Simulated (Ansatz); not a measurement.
# Structures of Na2Hg: which is lowest?

Plane-wave DFT in Ansatz with scalar-relativistic PAW potentials, cutoff 420 eV, Γ-centred meshes chosen by cell and gap, Gaussian smearing with energies taken to zero width. Every cell was relaxed (cell and atoms) in a run of its own, within the symmetry of its start. Functional: PBE.

Relaxed structures (starts from databases or built by putting these elements on another compound's sites):
A. I4/mmm, 3 atoms in the computed cell, a = 3.764 Å, c = 12.622 Å; sites (symmetry × multiplicity) Na 4mm × 4, Hg 4/mmm × 2; start: built
B. P6/mmm, 3 atoms in the computed cell, a = 5.367 Å, c = 3.258 Å; sites (symmetry × multiplicity) Na -6m2 × 2, Hg 6/mmm × 1; start: built
C. Fm-3m, 3 atoms in the computed cell, a = 7.391 Å; sites (symmetry × multiplicity) Na -43m × 8, Hg m-3m × 4; start: built

Task: Rank them by energy. Could pressure change the order?

Result:
```tsv
structure	group	E − E(lowest) (meV/atom)	V (Å³/atom)	gap on mesh (eV)
A	I4/mmm	0.0	29.81	0.00
B	P6/mmm	38	27.09	0.00
C	Fm-3m	47	33.64	0.00
```

A is lowest, 38 meV/atom under B. B is denser by 2.71 Å³/atom, so pressure favours it: ΔE/ΔV, with ΔE in eV and 1 eV/Å³ = 160.2 GPa, gives about 2.3 GPa for equal enthalpy if both cells were rigid, a rough figure since the two compress differently. Other structures may lie lower than all of these, and vibrations aren't counted.

Spin-orbit coupling is left out, which matters for the bands of heavy elements.